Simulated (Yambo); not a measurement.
Yambo run on Ag2S (space group Cmc2_1, No. 36). The wavefunctions are PBEsol (Quantum ESPRESSO, PseudoDojo norm-conserving, 82 Ry, without SOC) ones on a 4×4×2 mesh (44 occupied bands); a = 4.2646 Å, b = 4.2646 Å, c = 7.5894 Å, α = 90.00°, β = 90.00°, γ = 111.83°.

Yambo input:

```
rim_cut
gw0
dyson
el_el_corr
HF_and_locXC
cohsex
em1s
RandQpts= 1000000
RandGvec= 1 Ry
EXXRLvcs= 82 Ry
VXCRLvcs= 328 Ry
Chimod= "HARTREE"
% BndsRnXs
 17 | 159 |
%
NGsBlkXs= 6 Ry
% LongDrXs
 1.0 | 1.0 | 1.0 |
%
ExtendOut
% QPkrange
 1 | 1 | 44 | 45 |
 5 | 5 | 44 | 44 |
%
```

k points by index: 1 = Γ, 5 = (0, -0.5, 0).

Table of the .qp output:

```
#    K-point    Band    Eo [eV]    E [eV]    E-Eo [eV]    Vxc [eV]    Vnlxc [eV]    Sc|Eo [eV]    Re(Z)    Im(Z)
#
    1    44    -0.010298    -1.936632    -1.926334    -19.49083    -23.26913    1.851964    1.000000    0.000000
    1    45    1.209813    0.231104    -0.978709    -11.71400    -7.782573    -4.910133    1.000000    0.000000
    5    44    0.000000    -1.912781    -1.912781    -18.81637    -22.32335    1.594198    1.000000    0.000000
```
(The two width columns are left out.) Convergence of these settings isn't established.

Geometry of the Materials Project entry, not relaxed at this level.

The structure is a Materials Project entry; no match was found in the copy of COD used, and its stability was not checked.
